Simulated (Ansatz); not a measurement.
The relaxed structure here is a generated cell of TaSe3: the first start was made by placing the elements on the sites of a structure type, and the end was not matched to a known phase here, so it may be hypothetical.

A relaxed structure of TaSe3. Space group I4mm (No. 107). These are PBEsol (plane waves to 420 eV, PAW, scalar-relativistic; Ansatz, an electronic-structure program) values and carry that method's errors.

```cif
data_Se3Ta
_chemical_formula_sum 'Se3 Ta1'
_space_group_name_H-M_alt 'P 1'
_space_group_IT_number 1
_cell_length_a 4.65212
_cell_length_b 4.65212
_cell_length_c 4.65212
_cell_angle_alpha 119.356
_cell_angle_beta 119.356
_cell_angle_gamma 91.119
loop_
_space_group_symop_operation_xyz
  'x, y, z'
loop_
_atom_site_label
_atom_site_type_symbol
_atom_site_fract_x
_atom_site_fract_y
_atom_site_fract_z
_atom_site_occupancy
Se1 Se 0.54084 0.54084 0.00000 1
Se2 Se 0.25100 0.75100 0.50000 1
Se3 Se 0.75100 0.25100 0.50000 1
Ta1 Ta 0.97195 0.97195 0.00000 1
```

| Item | Value |
|---|---|
| Volume per atom | 17.97 Å³ |
| Band gap | zero (metallic) |
| Shortest distances | Se–Se 2.72 Å; Se–Ta 2.75 Å |
| k-mesh | 14×14×14 |

Band energies at high-symmetry points (eV from the Fermi level; labels of this space group; no spin-orbit coupling), from −5 eV up to 3.3 eV:

```csv
point,energies
Γ,-4.42 -3.73 -3.73 -0.94 -0.51 -0.35 -0.35 -0.19 3.09
X,-2.59 -2.28 -1.15 -0.79 0.03 0.11 0.58 1.57 1.99 2.13 2.49
P,-4.94 -4.94 -3.78 -2.47 -2.04 -0.46 -0.46 -0.46 0.59 2.64 2.64 2.69 3.16
N,-3.68 -3.63 -2.12 -1.48 -1.38 0.24 1.70 1.84 2.44
M,-2.29 -2.29 -2.04 -0.05 0.09 0.72 0.93 0.93 1.83 2.89 2.89
S,-4.33 -3.55 -2.96 -1.50 -0.90 -0.20 0.36 1.31 1.47 2.60 2.83 3.03
S0,-4.33 -3.55 -2.96 -1.50 -0.90 -0.20 0.36 1.31 1.47 2.60 2.83 3.03
R,-4.95 -3.83 -2.12 -2.03 -0.52 -0.48 -0.11 0.85 1.63 2.84 3.02 3.14
```

No spin polarisation in the result. The relaxed primitive cell holds an odd number of electrons. A magnetic state may lie lower.

The run could not lose the symmetry of its start, so the end can be a saddle point.

It was reached from a disturbed copy of a Fm-3m (No. 225) cell (AFLOW prototype AB3_cF16_225_a_bc (D0_3, as in BiF3)), against which it lies -0.02 eV/atom.
